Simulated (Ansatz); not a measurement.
A 14-atom cell of Si3Ge3N8 built on β-Si3N4, 14 atoms and 94 valence electrons in a cell of about 159 Å³, was run 8 times in the PAW code Ansatz, each time on 1 × NVIDIA H100 80GB HBM3 with 2 threads of AMD EPYC 7R13 Processor (Zen 3) (shared host).

| run | k mesh | irreducible k | cutoff (eV) | plane waves | bands | SCF iterations | wall time | peak host memory (GiB) |
| --- | --- | --- | --- | --- | --- | --- | --- | --- |
| relaxation, PBE | 4×8×4 | 50 | 420 | 3149 | 61 | 68 | 28 s | 1.2 |
| relaxation, r2SCAN | 4×8×4 | 50 | 500 | 4013 | 61 | 35 | ? | ? |
| bands, PBE | 4×8×4 | 50 | 420 | 3033 | 54 | 8 | 18 s | 1.2 |
| single point, r2SCAN | 4×8×4 | 50 | 500 | 4013 | 54 | 8 | 29 s | 1.3 |
| single point, HSE06 | 2×6×2 | 16 | 420 | 3033 | 54 | 17 | ? | ? |
| single point, PBE+SOC | 4×8×4 | 50 | 420 | 3033 | 108 | 11 | ? | ? |
| field response, r2SCAN | 4×8×4 | 68 | 500 | 4013 | 61 | 16 | 3.3 min | 5.1 |
| single point, PBE0 | 2×6×2 | 16 | 420 | 3033 | 54 | 16 | ? | ? |

Question: Estimate the missing times and memories.

Answer:
```json
{"run": "single point, PBE+SOC", "wall time": "53 s", "peak host memory (GiB)": "1.8"}
{"run": "single point, HSE06", "wall time": "2 min", "peak host memory (GiB)": "2.4"}
{"run": "single point, PBE0", "wall time": "2.4 min", "peak host memory (GiB)": "2.4"}
{"run": "relaxation, r2SCAN", "wall time": "27 s", "peak host memory (GiB)": "1.2"}
```

Only the levels marked +SOC include spin-orbit coupling.
